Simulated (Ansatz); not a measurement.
K₃SO₄F — K-39 NMR of the central transition

Cell: a computed structure from the Materials Project (it need not be an observed phase).

```cif
data_K3SO4F
_symmetry_space_group_name_H-M 'I4/mcm'
_symmetry_Int_Tables_number 140
_cell_length_a 7.3900
_cell_length_b 7.3900
_cell_length_c 11.0643
_cell_angle_alpha 90.000
_cell_angle_beta 90.000
_cell_angle_gamma 90.000
loop_
_atom_site_label
_atom_site_type_symbol
_atom_site_symmetry_multiplicity
_atom_site_Wyckoff_symbol
_atom_site_fract_x
_atom_site_fract_y
_atom_site_fract_z
K1 K 8 h 0.6930 0.1930 0.0000
K2 K 4 a 0.0000 0.0000 0.7500
S S 4 b 0.0000 0.5000 0.2500
O O 16 l 0.6163 0.8837 0.1712
F F 4 c 0.0000 0.0000 0.5000
```

One atom of each set is listed; the run and its k-mesh use a cell of 18 atoms with edges of 7.61, 7.61, 7.61 Å.

The numbers come from a DFT calculation in Ansatz (PBE, plane waves and PAW, scalar-relativistic, 420 eV cutoff, Γ-centred 5×5×5 k-points, Fermi–Dirac smearing 0.02 eV).

K-39 has I = 3/2 and Q = 60.30 mb (Pyykkö 2018); at 18.8 T its Larmor frequency is ν₀ = 37.4 MHz. Only the quadrupole interaction is simulated: positions count from each site's isotropic chemical shift, and J coupling is left out, as are shift anisotropy and dipolar coupling, which fast spinning averages.

(1) What does the K-39 spectrum (fast magic-angle spinning) show for each site?

Results:

(1) 

```json
{"site": "K1", "first shell": "2 F at 2.68 Å, 6 O at 2.75–3.02 Å", "C_Q (MHz)": "-2.69", "η": "0.41", "P_Q (MHz)": "2.76", "δ_QIS (ppm)": "-136", "breadth (kHz)": "11.8"}
{"site": "K2", "first shell": "2 F at 2.77 Å, 8 O at 3.09 Å", "C_Q (MHz)": "-1.93", "η": "0.00", "P_Q (MHz)": "1.93", "δ_QIS (ppm)": "-66.7", "breadth (kHz)": "5.35"}
```

δ_QIS = −(ν_Q²/30ν₀²)[I(I+1) − 3/4](1 + η²/3) × 10⁶ ppm with ν_Q = 3|C_Q|/[2I(2I−1)]; it falls as 1/B₀² in ppm, and the breadth as 1/B₀ in kHz.

An axis of threefold or higher order runs through K2, so V_zz lies along it and η is zero.
